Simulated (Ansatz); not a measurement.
One stationary structure of BN. Space group P6₃mc (No. 186), AFLOW prototype AB_hP12_186_a2b_a2b (B6, as in SiC). Level of theory: PBE (plane waves to 420 eV, PAW, scalar-relativistic; Ansatz, a quantum-chemistry and plane-wave program).

```cif
data_B6N6
_chemical_formula_sum 'B6 N6'
_space_group_name_H-M_alt 'P 1'
_space_group_IT_number 1
_cell_length_a 2.56006
_cell_length_b 2.56006
_cell_length_c 12.59464
_cell_angle_alpha 90.000
_cell_angle_beta 90.000
_cell_angle_gamma 120.000
loop_
_space_group_symop_operation_xyz
  'x, y, z'
loop_
_atom_site_label
_atom_site_type_symbol
_atom_site_fract_x
_atom_site_fract_y
_atom_site_fract_z
_atom_site_occupancy
B1 B 0.00000 0.00000 0.00006 1
B2 B 0.00000 0.00000 0.50006 1
B3 B 0.66667 0.33333 0.83268 1
B4 B 0.33333 0.66667 0.33268 1
B5 B 0.66667 0.33333 0.16656 1
B6 B 0.33333 0.66667 0.66656 1
N1 N 0.00000 0.00000 0.87440 1
N2 N 0.00000 0.00000 0.37440 1
N3 N 0.66667 0.33333 0.70808 1
N4 N 0.33333 0.66667 0.20808 1
N5 N 0.66667 0.33333 0.04191 1
N6 N 0.33333 0.66667 0.54191 1
```

Question: What band gap does PBE give?

Answer: 5.19 eV, indirect (valence top at Γ, conduction bottom at M) (no spin-orbit coupling).

Question: Predict the smallest direct gap from PBE.

Answer: 7.17 eV at M.

No spin polarisation in the result.

The run could not lose the symmetry of its start.

The first start was generated by placing the elements on the sites of a structure type. A measured structure of BN has the same space group, P6₃mc (No. 186); the sites were not compared with it.
